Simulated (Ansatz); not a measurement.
SiC (NiAs type, space group No. 194), PBE (plane waves, PAW; program Ansatz), all energies at zero smearing, with the estimated change up to a 700 eV cutoff added, with one set of potentials and settings (totals compare only within such a set). Cell of 4 atoms (2 Si, 2 C): -1771.200 eV.

```json
[
 {"element": "Si", "reference phase": "Fd-3m, 2 atoms in the cell", "E (eV/atom)": "-635.8096"},
 {"element": "C", "reference phase": "P6_3/mmc, 4 atoms in the cell", "E (eV/atom)": "-250.9479"}
]
```

Formation energy per atom, worked out: (-1771.200 − 2×(-635.8096) − 2×(-250.9479))/4 = 0.579 eV/atom (56 kJ per mol of atoms), at 0 K, without zero-point energy or fitted corrections.

The cell is a constructed one: a structure type filled with these elements; neither database checked (COD, Materials Project) lists it. It is not the phase usual at ambient conditions (space group No. 186, 216). Symmetry was held in the PBE relaxation; its stability against distortions is not shown here. The references are the lowest solids computed at this level, not always the standard phases.

Potentials: the later of the program's two PAW sets.
